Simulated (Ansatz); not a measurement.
Te₂W:
```xyz
12
Lattice="3.4448 0.0000 0.0000 0.0000 6.2156 0.0000 0.0000 0.0000 13.8396" Properties=species:S:1:pos:R:3 pbc="T T T"
Te     1.7224     4.9255    12.5081
Te     0.0000     1.2900     5.5883
Te     1.7224     4.3631     4.9511
Te     0.0000     1.8525    11.8709
Te     0.0000     5.3265     9.0986
Te     1.7224     0.8891     2.1788
Te     0.0000     4.0190     1.5384
Te     1.7224     2.1965     8.4581
W      1.7224     5.9557     7.1335
W      0.0000     0.2598     0.2137
W      1.7224     2.4693    13.8357
W      0.0000     3.7462     6.9159
```

Relaxed with LDA. Special points in fractions of this cell's reciprocal vectors: Γ (0.000, 0.000, 0.000); X (0.500, 0.000, 0.000); S (0.500, 0.500, 0.000); Y (0.000, 0.500, 0.000); Z (0.000, 0.000, 0.500); U (0.500, 0.000, 0.500); R (0.500, 0.500, 0.500); T (0.000, 0.500, 0.500).

### Question
List the band energies nearest the Fermi level at these points for DFT-LDA in the program Ansatz with PAW potentials.

### Answer
In eV from the Fermi level; about four levels below and three above (degenerate sets whole), none deeper than 8.9 eV; points with the same levels are listed once.

```
k                    below                above
-  -----------------------  -------------------
Γ  -0.57 -0.36 -0.11 -0.06       0.03 0.88 0.92
X  -1.74 -1.74 -1.66 -1.66  1.33 1.33 1.53 1.53
S  -1.16 -1.16 -1.10 -1.10  1.34 1.34 1.37 1.37
Y  -0.90 -0.89 -0.73 -0.61       0.22 0.27 0.76
Z  -0.11 -0.11 -0.06 -0.06  0.90 0.90 1.26 1.26
U  -1.77 -1.77 -1.63 -1.63  1.24 1.24 1.50 1.50
R  -1.17 -1.17 -1.10 -1.10  1.28 1.28 1.39 1.39
T  -0.89 -0.89 -0.56 -0.56  0.27 0.27 0.80 0.80
```

Space group Pmn2_1. The workflow started from a Materials Project entry (that database holds measured and hypothetical structures alike); the Crystallography Open Database files this formula in space group No. 31, but the cells were not matched. Its standing as an ambient phase is unchecked. The LDA relaxation kept the symmetry of its start; its stability against distortions is not shown here. No spin polarisation was allowed. A crystal of weakly bound layers computed without a dispersion correction: the cell and the soft elastic constants depend strongly on that. Scalar-relativistic: spin–orbit coupling is off unless named, which matters more the heavier the elements.

Potentials: the later of the program's two PAW sets.
